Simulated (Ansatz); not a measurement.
GaP (started from an entry of an open crystallographic database), relaxed with r2SCAN, was run in the PAW code Ansatz under altered settings. All numbers are computed, without spin polarisation but where a row says otherwise.

```
Ga P
1.0
     0.00000    2.72541    2.72541
     2.72541    0.00000    2.72541
     2.72541    2.72541    0.00000
Ga P
1 1
Cartesian
  0.0000 0.0000 0.0000
  1.3627 1.3627 1.3627
```

The base run's other keys:
```yaml
kpoints:
  mp_grid: { grid: [6, 6, 6] }
hamiltonian:
  xc: r2scan
scf:
  occupations: { method: fixed }
  n_extra_bands: 4
```

It takes 6 iterations with 965 plane waves at 500 eV and 16 k points, and leaves a mean stress of +0.06 GPa. The gap over this mesh is 1.905 eV. It ran on 4 threads of Intel(R) Xeon(R) Platinum 8375C CPU @ 2.90GHz (Ice Lake), on a shared host.

Outcomes, with energy and stress as changes against the base:
```csv
setting,outcome,ΔF (meV/atom),Δ mean stress (GPa),gap on the mesh (eV),iterations,wall time
"kpoints.mp_grid.grid: [8, 8, 1]","converged, warned",+1325,+9.78,1.749,7,0.92 s
"kpoints.mp_grid.grid: [2, 2, 2]",converged,+1103,+7.00,1.675,7,0.53 s
"kpoints.mp_grid.grid: [4, 4, 4]",converged,+59,+0.40,1.881,6,0.61 s
crystal.symmetry.detect: false,converged,0.0,0.00,1.905,6,2.5 s
scf.occupations: cold 0.05,converged,0.0,0.00,1.905,6,0.73 s
scf.n_extra_bands: 0,converged,0.0,0.00,1.905,6,0.67 s
scf.mixing.beta: 1.0,converged,0.0,0.00,1.905,6,0.76 s
basis.ecutwfc: 350,"converged, warned",+7.7,+0.01,1.906,6,0.53 s
basis.ecutwfc: 600,converged,-0.8,0.00,1.905,6,0.89 s
scf.eigensolver.kind: dense,converged,0.0,0.00,1.905,7,15 s
scf.occupations: gaussian 0.5,converged,0.0,0.00,1.905,6,0.76 s
hamiltonian.pseudopotentials: nc (cutoff then 1230 eV),converged,–,-0.06,1.912,8,2.1 s
hamiltonian.xc: scan,refused,–,–,–,–,0.02 s
```
A dash marks a value that wasn't obtained or can't be compared. Stress is positive in compression. Its mean hides that meshes of lower symmetry stress the axes unequally. The base took 0.71 s.

- kpoints.mp_grid.grid: [8, 8, 1]. The free energy moves by +1325 meV an atom, the mean stress by +9.78 GPa and the gap on the mesh by -0.156 eV (to 1.749). The mesh breaks the crystal's symmetry, so the stress, and any force that symmetry no longer fixes, lose it too. The mesh is too coarse. Warned: symmetry narrowed by mesh.
- kpoints.mp_grid.grid: [2, 2, 2]. The free energy moves by +1103 meV an atom, the mean stress by +7.00 GPa and the gap on the mesh by -0.230 eV (to 1.675). The mesh is too coarse.
- kpoints.mp_grid.grid: [4, 4, 4]. The free energy moves by +59 meV an atom, the mean stress by +0.40 GPa and the gap on the mesh by -0.024 eV (to 1.881). The mesh is too coarse.
- basis.ecutwfc: 350. 609 plane waves in place of 965. The free energy moves by +7.7 meV an atom, the mean stress by +0.01 GPa and the gap on the mesh by +0.002 eV (to 1.906). The basis is too small: these are errors of the cutoff. Warned: cutoff below recommended.
- hamiltonian.xc: scan. The program doesn't start. Error: YAML parse error: line 12 column 7: hamiltonian.xc: unknown variant `scan`, expected one of […]

Within 1 meV an atom, 0.1 GPa and 0.005 eV of the base stay: crystal.symmetry.detect: false; scf.occupations: cold 0.05; scf.n_extra_bands: 0; scf.mixing.beta: 1.0; basis.ecutwfc: 600; scf.eigensolver.kind: dense; scf.occupations: gaussian 0.5.
